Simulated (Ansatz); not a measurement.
Ge (diamond, Fd-3m) under volume change, the program Ansatz at the PBEsol level (PAW), scaled uniformly.

```tsv
V (Å³/atom)	E − E(relaxed) (meV/atom)	P (GPa)
20.795	46.6	7.97
21.481	19.4	4.83
22.166	4.6	2.19
22.852	0.0	0.00
23.537	4.1	-1.85
24.223	15.4	-3.41
24.908	32.9	-4.69
```

What does a third-order Birch–Murnaghan fit give for V₀, B₀ and B′?

V₀ = 22.85 Å³/atom, B₀ = 67.1 GPa, B′ = 4.9.

Symmetry was held in the PBEsol relaxation.

Potentials: the earlier of the program's two PAW sets. The files were generated under PBE; for other functionals the program regenerates the frozen cores, and for LDA and PBEsol the local potential too.
